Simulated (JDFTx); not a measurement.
```yaml
surface: Pb(110)
bulk: Pb, Fm-3m, lattice of mp-20483 (not re-optimised)
slab: 8 atoms in 8 planes, 1x1, 12.1 Å between the outermost planes
in-plane cell: 3.528 × 4.990 Å, 17.60 Å²
cell_height: 28.3 Å
sampling: 6×4×1 k mesh, Fermi smearing 0.01 Ha, no spin polarisation
```

Profiles through the double layer of this slab, charged, in SCCS (g09 parameters), water, 1 M KF; PBE, GBRV ultrasoft potentials, plane waves to 20/100 Ha, JDFTx (a modified build). z is the height above the outermost atoms, φ the plane-averaged electrostatic potential energy of an electron (zero in the bulk liquid), ρ_b the bound charge of solvent and ions, s the cavity shape function (0 in the solid, 1 in the liquid).

| z (Å) | n (e/Å³) | s | φ (eV) | ρ_b (10⁻³ e/Å³) |
|---|---|---|---|---|
| 0.98 | 0.0979 | 0.00 | -1.103 | 0.07 |
| 1.43 | 0.0301 | 0.00 | -0.613 | 0.75 |
| 1.88 | 0.0100 | 0.03 | -0.155 | 0.87 |
| 2.33 | 0.0034 | 0.25 | -0.008 | 0.29 |
| 2.79 | 0.0012 | 0.71 | 0.010 | 0.80 |
| 3.24 | 0.0005 | 1.00 | 0.009 | 0.49 |
| 3.69 | 0.0002 | 1.00 | 0.008 | 0.19 |
| 4.15 | 0.0001 | 1.00 | 0.007 | 0.07 |
| 4.60 | 0.0000 | 1.00 | 0.006 | 0.03 |
| 5.05 | 0.0000 | 1.00 | 0.005 | 0.01 |
| 5.50 | 0.0000 | 1.00 | 0.004 | 0.01 |
| 5.96 | 0.0000 | 1.00 | 0.004 | 0.00 |
| 6.41 | 0.0000 | 1.00 | 0.003 | 0.00 |
| 6.86 | 0.0000 | 1.00 | 0.003 | 0.00 |
| 7.32 | 0.0000 | 1.00 | 0.002 | 0.00 |
| 7.77 | 0.0000 | 1.00 | 0.002 | 0.00 |

Question: Is the electrode positively or negatively charged, and roughly by how much?

Answer: Negatively: σ = -2.6 μC/cm² per face. The liquid's bound charge is of the opposite sign overall, and far from the surface φ decays with the screening length (3.0 Å).
